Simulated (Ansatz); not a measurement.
Phonons of SrB₂ in the AlB2-type structure

The computed numbers are results of PBEsol, scalar-relativistic (no spin polarisation) in the plane-wave PAW code Ansatz at 420 eV, Gaussian smearing of 0.15 eV; PAW files: Ansatz's generated set soft_2.

```xyz
3
Lattice="3.2726 0.0000 0.0000 -1.6363 2.8341 0.0000 0.0000 0.0000 4.3722" Properties=species:S:1:pos:R:3 pbc="T T T"
Sr    0.0000    0.0000    0.0000
B     0.0000    1.8894    2.1861
B     1.6363    0.9447    2.1861
```

This is a trial structure made by placing the elements on a prototype's sites, so it needn't be the stable form.

Force constants come from finite displacements in a 3×3×2 supercell (the unit cell's 12×12×8 k-mesh, folded to it); the long-range dipole term is not included. Points in reciprocal vectors of this cell: Γ = (0.000, 0.000, 0.000), M = (0.500, 0.000, 0.000), K = (0.333, 0.333, 0.000), A = (0.000, 0.000, 0.500), L = (0.500, 0.000, 0.500), H = (0.333, 0.333, 0.500).

Frequencies at the named points (cm⁻¹, imaginary ones negative):
```tsv
point	ω (cm⁻¹)
Γ	-181 -181 0 0 0 220 220 319 635
M	-12 123 198 426 449 482 493 531 601
K	112 161 161 432 464 464 515 515 576
A	-236 -236 112 112 147 202 202 375 620
L	96 109 162 422 454 486 504 525 602
H	-46 145 145 435 448 448 525 525 573
```

(1) Is the structure dynamically stable along this path, and where does the spectrum end?

Answer:

(1) No: a branch is imaginary, down to 236i cm⁻¹ at A. The highest frequency is 635 cm⁻¹, at Γ. Points that don't fit the supercell are interpolated.

The crystal is a metal or nearly so; low and unstable modes depend on mesh and smearing.

Cost: 3.2 min on 4 threads of Arm Neoverse V2, with other jobs on the host, peak memory 4.9 GiB.
